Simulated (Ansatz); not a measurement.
Values for one crystal, relaxed and computed with r²SCAN (plane waves, PAW; program Ansatz); other levels are named.

```yaml
volume_per_atom: 17.00 Å³
electronic_character: metallic (no gap)
Formation energy from the elements (no fitted shifts): -0.56 eV/atom
Density of states at the Fermi level: 0.23 states/eV per atom (mean over ±0.08 eV)
```

Q: Which compound is it?
A. Ga7Pt3, Im-3m (Ga on 12d, Ga on 16f, Pt on 12e)
B. GaFe3, Cu3Au type
C. Ni3Pt, Cu3Au type
D. LaPt2, cubic Laves (MgCu2 type)

A: A, Ga7Pt3, Im-3m (Ga on 12d, Ga on 16f, Pt on 12e)

The first step of the workflow began from a Materials Project structure, measured or hypothetical; the Crystallography Open Database copy checked does not list it. Whether it is the stable phase at ambient conditions was not checked. Symmetry was held in the r²SCAN relaxation; its stability against distortions is not shown here. The run is not spin-polarised. The references are the lowest solids computed at this level, not always the standard phases. Spin–orbit coupling is left out wherever it is not named.

Potentials: the later of the program's two PAW sets.
